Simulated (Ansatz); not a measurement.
Magnetic states of nickel, bcc

Theory: DFT, r2SCAN, plane waves (500 eV) with PAW, scalar-relativistic in Ansatz. The PAW files were generated under PBE, with cores re-solved for the functional.

Each start was relaxed and then solved on a dense mesh, with Fermi-Dirac smearing of 0.05 eV (0.1 eV in a metal without spin) extrapolated to zero. Rows within 2 meV/atom of each other tie.

**Question.** Where does each start end, and how do the energies compare? Starts: ferromagnetic; non-magnetic.

**Answer.** 
| start | ends | ΔE (meV/atom) | V (Å³/atom) |
| --- | --- | --- | --- |
| ferromagnetic | ferromagnetic, net 0.63 μB per atom | 0.0 | 10.57 |
| non-magnetic | spin not included | 56.0 | 10.47 |
